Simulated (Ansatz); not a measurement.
BPt (NiAs type, space group No. 194) under volume change, PBE in the plane-wave PAW code Ansatz, shape and atoms relaxed at each volume.

| V (Å³/atom) | E − E(relaxed) (meV/atom) | P (GPa) |
|---|---|---|
| 10.150 | 87.0 | 30.32 |
| 10.485 | (withheld) | (withheld) |
| 10.820 | 8.6 | 8.44 |
| 11.154 | 0.0 | 0.00 |
| 11.489 | 7.7 | -7.14 |
| 11.823 | (withheld) | (withheld) |
| 12.158 | 62.0 | -18.25 |

Question: Fill in the missing entries.

Answer: 
- 11.823, E − E(relaxed) (meV/atom): 29.1
- 11.823, P (GPa): -13.17
- 10.485, E − E(relaxed) (meV/atom): 36.4
- 10.485, P (GPa): 18.46

Question: What does a third-order Birch–Murnaghan fit give for V₀, B₀ and B′?

Answer: V₀ = 11.15 Å³/atom, B₀ = 258 GPa, B′ = 4.6.

Space group P6_3/mmc (NiAs type). The workflow started from an entry of the Crystallography Open Database (COD). Its standing as an ambient phase is unchecked. The cell was relaxed with PBE under the symmetry of its start; whether a distortion lowers the energy is not shown. No spin polarisation was allowed. Spin–orbit coupling is left out wherever it is not named.

Potentials: the later of the program's two PAW sets.
